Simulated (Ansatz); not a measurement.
Data sheet: AgI (DFT)

AgI (CsCl type, space group No. 221), a = b = c = 3.685 Å, α = β = γ = 90.00°.

Space group Pm-3m (No. 221), CsCl type; conventional cell a = b = c = 3.685 Å, α = β = γ = 90.00°.

Method: plane-wave PAW LDA (Ansatz code). Structure relaxed to zero pressure with the same functional. Other levels are named where they apply.

### Cell and energy

```yaml
volume_per_atom: 25.01 Å³
density: 7.79 g/cm³
Formation energy from the elements (no fitted shifts): 0.25 eV/atom
```

### Electronic structure

```yaml
electronic_character: metallic (no gap)
Density of states at the Fermi level: 0.15 states/eV per atom (mean over ±0.08 eV)
```

### Mechanics

```yaml
Bulk modulus (Birch–Murnaghan fit): 49.7 GPa
Pressure derivative B′: 4.7
Elastic constants (relaxed ions, GPa): C11 = 84.2, C12 = 33.1, C44 = -25.7
mechanical_stability: unstable (C has a negative eigenvalue)
```

### Phonons

```yaml
zone_centre_stability: unstable, softest mode 27i cm⁻¹
```

The first step of the workflow began from a Materials Project structure, measured or hypothetical; the Crystallography Open Database copy checked does not list it. It is not the phase usual at ambient conditions (space group No. 186, 216). Symmetry was held in the LDA relaxation. No spin polarisation was allowed. Its formation energy is positive at this level, so the cell may be metastable or incomplete. As this level gives no gap, shear constants depend on the k-mesh and smearing (Fermi–Dirac, 0.1 eV here). As this level gives no gap, phonon frequencies hold no LO–TO term and depend on the k-mesh and smearing (Fermi–Dirac, 0.1 eV here). The references are the lowest solids computed at this level, not always the standard phases. Spin–orbit coupling is left out wherever it is not named.

Potentials: the earlier of the program's two PAW sets. The files were generated under PBE; for other functionals the program regenerates the frozen cores, and for LDA and PBEsol the local potential too.
